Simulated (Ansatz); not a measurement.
## InP under pressure

Method: DFT r2SCAN, scalar-relativistic, plane waves, PAW (Ansatz 0.2.0). (500 eV cutoff, 8×8×8 k-mesh, Gaussian smearing of 0.02 eV, no spin polarisation)

Reference structure (relaxed):

```
In P
1.0
     0.00000    2.95375    2.95375
     2.95375    0.00000    2.95375
     2.95375    2.95375    0.00000
In P
1 1
Direct
  0.00000 0.00000 0.00000
  0.25000 0.25000 0.25000
```

Cell and atoms are relaxed at each pressure within the symmetry of the start, at zero temperature, so transitions that lower the symmetry aren't seen. The k-mesh given is that at zero pressure and may differ at others. Gaps are generalised Kohn–Sham gaps over the whole zone.

Problem. Give the structure at 1 GPa.

Solution.
```
In P
1.0
     0.00000    2.93951    2.93951
     2.93951    0.00000    2.93951
     2.93951    2.93951    0.00000
In P
1 1
Cartesian
  0.0000 0.0000 0.0000
  1.4698 1.4698 1.4698
```
Symmetry: F-43m, No. 216, cubic system. The conventional cell has a = 5.879 Å, b = 5.879 Å, c = 5.879 Å, α = 90.00°, β = 90.00°, γ = 90.00°. In (site symmetry -43m) has 4 P at 2.55 Å as nearest neighbours. P (site symmetry -43m) has 4 In at 2.55 Å as nearest neighbours.

Cost: 8 runs of about 2.8 core-minutes in all, on Arm Neoverse V1 (shared hosts).